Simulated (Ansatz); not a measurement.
AlRu: computed DOS

Space group Pm-3m (No. 221). a = 2.992 Å, b = 2.992 Å, c = 2.992 Å, α = 90.00°, β = 90.00°, γ = 90.00°
```tsv
atom	site	symmetry	x	y	z
Al	1a	m-3m	0.0000	0.0000	0.0000
Ru	1b	m-3m	0.5000	0.5000	0.5000
```

The runs use the primitive cell with vectors (2.992, 0.000, 0.000), (0.000, 2.992, 0.000), (0.000, 0.000, 2.992) Å, to which the k mesh refers.

The geometry is COD entry 1527371, unchecked; take it as a test cell.

Spin polarisation is left out, and whether a magnetic state lies lower isn't shown here.

Method: DFT, PBEsol, all-electron LAPW, scalar-relativistic in Ansatz 0.2.0.

The runs use a Γ-centred 12×12×12 k mesh, Fermi–Dirac smearing of 0.05 eV, basis error target 1 meV/atom, no spin polarisation.

Which of the resolved shells contributes most within 0.3 eV of the Fermi level?

Ru 4d, with 85 % of all states there; Al 3p follows with 10 %.

Where is the centre of the filled Ru 4d states between -14 eV and the top of the filled states?

-2.13 eV from the Fermi level.

Tabulate the density of states.

States per eV and cell, averaged over 0.4 eV, from -9.8 to 3.6 eV, with energies (bin centres) from the Fermi level; empty bins are left out. The partial columns, the largest 3 alone, are projections on Löwdin-orthogonalised atomic shells (those that the program's projection atoms carry: the occupied ones and, for some elements, an empty d or f shell; other empty shells have no column), summed over atoms of an element. Weights on diffuse s and p shells depend on that basis and aren't pure angular character.
```
E (eV)  total  Ru 4d  Al 3p  Al 3s
  -9.7   0.01   0.00   0.00   0.00
  -9.3   0.08   0.00   0.01   0.03
  -8.9   0.14   0.00   0.02   0.04
  -8.5   0.18   0.00   0.04   0.06
  -8.1   0.22   0.01   0.06   0.07
  -7.7   0.27   0.01   0.08   0.09
  -7.3   0.32   0.02   0.10   0.11
  -6.9   0.39   0.04   0.12   0.14
  -6.5   0.51   0.09   0.15   0.18
  -6.1   1.06   0.38   0.21   0.38
  -5.7   1.24   0.56   0.21   0.42
  -5.3   0.51   0.26   0.11   0.12
  -4.9   0.34   0.15   0.11   0.06
  -4.5   0.51   0.23   0.18   0.06
  -4.1   1.14   0.62   0.37   0.06
  -3.7   2.23   1.34   0.67   0.08
  -3.3   2.21   1.69   0.39   0.05
  -2.9   1.82   1.47   0.32   0.00
  -2.5   1.30   1.00   0.27   0.00
  -2.1   1.12   0.84   0.24   0.00
  -1.7   2.64   2.14   0.40   0.02
  -1.3   1.85   1.62   0.16   0.01
  -0.9   3.43   2.99   0.30   0.02
  -0.5   2.67   2.32   0.24   0.02
  -0.1   1.83   1.57   0.18   0.01
   0.3   0.93   0.74   0.13   0.01
   0.7   0.39   0.25   0.10   0.01
   1.1   0.27   0.16   0.07   0.00
   1.5   0.19   0.11   0.05   0.00
   1.9   0.43   0.30   0.10   0.00
   2.3   1.41   0.93   0.35   0.04
   2.7   1.06   0.55   0.35   0.08
   3.1   0.74   0.31   0.29   0.07
   3.5   0.60   0.20   0.26   0.07
```
